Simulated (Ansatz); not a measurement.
**CsBC4N4 — quadrupolar parameters**

The cell is a measured structure from the Crystallography Open Database (COD), its atoms then relaxed with PBE in this cell.

Space group I4_1/a:1 (No. 88); a = 7.3000, c = 15.3400 Å.

| site | Wyckoff | site symmetry | x | y | z |
| --- | --- | --- | --- | --- | --- |
| Cs | 4a | -4.. | 0.0000 | 0.5000 | 0.2500 |
| B | 4b | -4.. | 0.5000 | 0.0000 | 0.2500 |
| C | 16f | 1 | 0.6442 | 0.1054 | 0.1913 |
| N | 16f | 1 | 0.7513 | 0.1845 | 0.1498 |

One atom of each set is listed; the run and its k-mesh use a cell of 20 atoms with edges of 9.25, 9.25, 9.25 Å.

All values are calculated (Ansatz; DFT, PBE, plane waves and PAW, scalar-relativistic, 420 eV cutoff, Γ-centred 6×6×6 k-points, Fermi–Dirac smearing 0.05 eV), not measured.

Conventions: |V_zz| ≥ |V_yy| ≥ |V_xx|, η = (V_xx − V_yy)/V_zz, C_Q = eQV_zz/h.

Cs-133: I = 7/2, Q = -3.430 mb; ¹⁰B: I = 3, Q = 84.59 mb; N-14: I = 1, Q = 20.44 mb. Nuclear quadrupole moments: year-2017 set (Pyykkö).

Task: Which values are expected at the nuclei?

Result: 

| site | atoms | first shell | V_zz (10²¹ V/m²) | η | C_Q (MHz) |
| --- | --- | --- | --- | --- | --- |
| Cs | 2 | 8 N at 3.22–3.31 Å | -2.59 | 0.00 | 0.215 |
| B | 2 | 4 C at 1.59 Å | 0.011 | 0.00 | 0.023 |
| C | 8 | 1 N at 1.16 Å, 1 B at 1.59 Å, angle 179° | -4.45 | 0.03 | – |
| N | 8 | 1 C at 1.16 Å; also 2 Cs at 3.22–3.31 Å | -8.39 | 0.01 | -4.15 |

An axis of threefold or higher order runs through Cs and B, so V_zz lies along it and η is zero. At C V_zz points along the shorter of its two bonds, to N (within 1°). At N V_zz points along its bond to C (within 1°).

C has no stable isotope with a ground-state quadrupole moment in the table, so no C_Q is given.

Without spin–orbit coupling (the program notes it for Cs) the gradients are little affected as a rule: paired runs on crystals with a gap mostly move them by under 2 % at such atoms. The database entry as given showed forces above 3 eV/Å or a pressure above 30 GPa, though relaxing it moves no atom far.

The relaxation (4 steps) took 3.9 min of wall time (7.6 min of CPU time) and 1.4 GiB at its peak, on 2 threads of Intel Xeon Processor @ 2.50GHz (Skylake/Cascade Lake) (x86_64; 62 cores open to the job, memory cap 5.0 GiB, no GPU), a shared host with a load of 0.7 a core.
